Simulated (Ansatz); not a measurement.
CdSe (wurtzite)

```yaml
crystal:
  lattice:
    - [4.30194, 0.00000, 0.00000]
    - [-2.15097, 3.72559, 0.00000]
    - [0.00000, 0.00000, 7.02113]
  atoms:
    - { symbol: Cd, position: [0.66667, 0.33333, 0.00046] }
    - { symbol: Cd, position: [0.33333, 0.66667, 0.50046] }
    - { symbol: Se, position: [0.66667, 0.33333, 0.62474] }
    - { symbol: Se, position: [0.33333, 0.66667, 0.12474] }
```

The slice is a (0001) plane (indices of the conventional cell) through the point (0.667, 0.333, 0.001) (fractional), spanned by u = [110] and v = [1 -1 0] in vectors of this cell: u (4.30 Å) and v (7.45 Å, at 90° to u). It covers one period; positions are fractions (u, v).

The numbers are results of PBEsol (plane waves to 420 eV, PAW, scalar-relativistic; Ansatz, a program for electronic structure), not measurements. k mesh 9×9×5. These are valence fields of a PAW run, semicore shells included where kept as valence: close to a nucleus they are smooth pseudo fields. CdSe was relaxed with its symmetry unable to fall.

**Question.** Predict the map of the electrostatic potential energy of an electron, from the cell's mean on the slice.

**Answer.** 
```
|xxxxx:*%@@@%*:xxxx|
|xxxx =#%@@@%#= xxx|
|xxx .+#@@@@@#+. xx|
|xx .+#%@@@@@%#+. x|
| .-+#%@@@@@@@%#+-.|
|==+#%@@@@@@@@@%#+=|
|-=+#%@@@@@@@@@%#+=|
|  -*#%@@@@@@@%#*- |
|xx =*%%%%%%%%%*= x|
|xx :*##*****##*: x|
|xxx:+*+-:.:-+*+:xx|
|xx :==. xxx .==: x|
|  :==. xxxxx .==: |
|-=++- xxxxxxx -++=|
|***+:xxxxxxxxx:+**|
|%%#*:xxxxxxxxx:*#%|
|@@%*:xxxxxxxxx:*%@|
|@@%#= xxxxxxx =#%@|
|@@@#+. xxxxx .+#@@|
|@@@%#+. xxx .+#%@@|
|@@@@%#+-. .-+#%@@@|
|@@@@@%#+===+#%@@@@|
|@@@@@%#+=-=+#%@@@@|
|@@@@%#*-   -*#%@@@|
|%%%%%*= xxx =*%%%%|
|***##*: xxx :*##**|
|.:-+*+:xxxxx:+*+-:|
|xx .==: xxx :==. x|
|xxx .==:   :==. xx|
|xxxx -++=-=++- xxx|
|xxxxx:+*****+:xxxx|
|xxxxx:*#%%%#*:xxxx|
```
Scale: ten equal steps from -3.00 (start of ' ') to 5.45 (end of '@'), in the order ' .:-=+*#%@'. Values: electrostatic potential energy of an electron, from the cell's mean, in eV. The map has 18 points along u (one character each, u = 0 at the left) and 32 along v (v = 0 in the bottom row). Points within 1 Å of a nucleus are blanked (x), as the pseudised field means little there. Values under -3 eV are set to -3. The zero, the cell's mean, hangs on the PAW cores.
